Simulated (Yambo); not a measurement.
A G0W0@PBEsol run in Yambo for CsCaH$_{3}$ (cubic perovskite, space group Pm-3m, No. 221) (4×4×4 Γ-centred k mesh, 175 bands and a 8 Ry block in the screening, 175 bands in G with the Bruneval-Gonze terminator, plasmon pole fitted at 27.2 eV) gives these matrix elements, in eV, at the band edges (M → M):

```tsv
state	E0	<Vxc>	<Σx>	<Σc(E0)>	Z
valence edge	0.000	-10.757	-14.303	1.545	0.798
conduction edge	2.954	-8.556	-4.020	-3.520	0.837
```

Q: Solve the linearised quasiparticle equation for both states, give the gap, and say how exchange and correlation each act on it.

A: E = E0 + Z(Σx + Σc − Vxc). Valence: 0.000 + 0.798 × (-14.303 + (1.545) − (-10.757)) = -1.60 eV. Conduction: 2.954 + 0.837 × (-4.020 + (-3.520) − (-8.556)) = 3.81 eV. The gap is 5.40 eV, against 2.95 eV in PBEsol. Replacing Vxc by bare exchange alone would open it by 8.08 eV; correlation takes back 5.07 eV of that, and Z scales what is left. Nearest settings tried, and what they do to the gap: 109 bands in G: -4 meV; 109 bands in W, 109 bands in G: -20 meV; 7 Ry block (251 vectors against 257): -6 meV; 2×2×2 mesh: -159 meV. So the settings aren't converged at that level. The cell is held in this high symmetry; tilts and polar distortions were not searched.

Geometry of the Materials Project entry, not relaxed at this level; primitive cell a = 4.6212 Å, b = 4.6212 Å, c = 4.6212 Å, α = 90.00°, β = 90.00°, γ = 90.00°.

The structure is a Materials Project entry; no match was found in the copy of COD used, and its stability was not checked.
